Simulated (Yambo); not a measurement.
Yambo run on Ba2LaTaO6 (space group C2/m, No. 12). The wavefunctions are PBEsol (pw.x of Quantum ESPRESSO, ONCV potentials, scalar-relativistic) ones on a 2×2×2 mesh (40 occupied bands); a = 6.089 Å, b = 6.089 Å, c = 6.171 Å, α = 119.93°, β = 119.93°, γ = 60.05°.

Yambo input:

```
rim_cut
gw0
dyson
el_el_corr
HF_and_locXC
ppa
em1d
RandQpts= 1000000
RandGvec= 1 Ry
EXXRLvcs= 110 Ry
VXCRLvcs= 440 Ry
Chimod= "HARTREE"
% BndsRnXp
 2 | 202 |
%
NGsBlkXp= 8 Ry
% LongDrXp
 1.0 | 1.0 | 1.0 |
%
PPAPntXp= 27.2114 eV
% GbndRnge
 1 | 202 |
%
GTermKind= "BG"
DysSolver= "n"
ExtendOut
% QPkrange
 4 | 4 | 40 | 40 |
 5 | 5 | 40 | 41 |
%
```

k points by index: 4 = (0, -0.5, -0.5), 5 = (-0.5, -0.5, 0).

The o-*.qp file then holds:

```
#    K-point    Band    Eo [eV]    E [eV]    E-Eo [eV]    Vxc [eV]    Vnlxc [eV]    Sc|Eo [eV]    Sc|E [eV]    dSc/dw|Eo [eV]    Re(Z)    Im(Z)
#
    4    40    0.000000    -0.494085    -0.494085    -19.02569    -24.02857    4.365932    4.508800    -7.866267    0.775745    -0.001386
    5    40    -0.044589    -0.536206    -0.491617    -19.08251    -24.07200    4.355740    4.497870    -7.864911    0.775775    -0.001376
    5    41    3.656356    4.752531    1.096175    -13.03730    -7.462442    -4.262449    -4.478686    -5.367343    0.835249    -0.001024
```
(The two width columns are left out.) Convergence of these settings isn't established.

Spin-orbit coupling is not included.

Geometry of the Materials Project entry, not relaxed at this level.

The structure is a Materials Project entry; no match was found in the copy of COD used, and its stability was not checked.
